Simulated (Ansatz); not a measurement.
The relaxed structure here is a generated cell of Y2Si: the first start was made by placing the elements on the sites of a structure type, and the end was not matched to a known phase here, so it may be hypothetical.

Relaxation of a generated trial cell of Y2Si in the AFLOW prototype AB2_cF12_225_a_c (C1, as in CaF2); 3 atoms in the cell, which starts as Fm-3m (No. 225), cF12; a = b = c = 6.711 Å, α = β = γ = 90.00°. Calculation: r2SCAN (plane waves to 500 eV, PAW, scalar-relativistic; Ansatz, a quantum-chemistry and plane-wave program). Γ-centred k-mesh 6×6×6 on the run's cell (coarser than for final values), Fermi–Dirac smearing 0.05 eV. This is the first round of the run. 

The optimiser's lines from the output (shortened; P is positive under compression):

```
relax step   1: F+E_penalty+E_count = -8360.14628059 eV  Δ(F+E_penalty+E_count) = +0.000e0 eV  max|allowed force component| = 1.850e-17 eV/Å  Δτ_max = 0.0000 Å  P = +5.131 GPa  Ω = 75.557 Å³  (7 SCF iters, dr2 threshold 1.00e-7 eV, accepted)
relax step   2: F+E_penalty+E_count = -8360.16226417 eV  Δ(F+E_penalty+E_count) = -1.598e-2 eV  max|allowed force component| = 6.014e-17 eV/Å  Δτ_max = 0.0000 Å  P = -3.692 GPa  Ω = 85.841 Å³  (7 SCF iters, dr2 threshold 3.00e-7 eV, accepted)
relax step   3: F+E_penalty+E_count = -8360.22390328 eV  Δ(F+E_penalty+E_count) = -6.164e-2 eV  max|allowed force component| = 8.943e-17 eV/Å  Δτ_max = 0.0000 Å  P = -0.372 GPa  Ω = 81.215 Å³  (7 SCF iters, dr2 threshold 3.00e-7 eV, accepted)
relax step   4: F+E_penalty+E_count = -8360.22450758 eV  Δ(F+E_penalty+E_count) = -6.043e-4 eV  max|allowed force component| = 8.481e-17 eV/Å  Δτ_max = 0.0000 Å  P = +0.033 GPa  Ω = 80.729 Å³  (5 SCF iters, dr2 threshold 3.00e-7 eV, accepted)
relax step   5: F+E_penalty+E_count = -8360.22450483 eV  Δ(F+E_penalty+E_count) = +2.753e-6 eV  max|allowed force component| = 8.789e-17 eV/Å  Δτ_max = 0.0000 Å  P = +0.001 GPa  Ω = 80.767 Å³  (4 SCF iters, dr2 threshold 2.76e-9 eV, accepted)
relax step   6: F+E_penalty+E_count = -8360.22549754 eV  Δ(F+E_penalty+E_count) = -9.927e-4 eV  max|allowed force component| = 6.630e-17 eV/Å  Δτ_max = 0.0000 Å  P = +0.003 GPa  Ω = 80.767 Å³  stress off target by 3.03e-3 GPa  SCF on the basis re-selected at this cell (its energy is not comparable with the rows above)  (6 SCF iters)
```

From the first to the last row the energy changes by -0.03 eV/atom and the volume by +6.9 %. The last row is marked as not comparable with the walk above it, whose basis was carried along; it does compare with step 1, since both stand on a basis selected at the nominal cutoff for their own cell.

Later rounds, restarted from the end of this one on a renewed k-mesh, logged 4 more steps and released under 0.01 eV/atom more. The final structure after all rounds: Fm-3m (No. 225), cF12, AFLOW prototype AB2_cF12_225_a_c (C1, as in CaF2); a = b = c = 6.859 Å, α = β = γ = 90.00°. Between re-selections the logged energies stand on a plane-wave basis carried along with the cell. No spin polarisation in the result.

The run could not lose the symmetry of its start; a randomly shaken copy of 6 atoms returns to this structure.

All atoms sit on sites fixed by symmetry, so only the cell could relax.
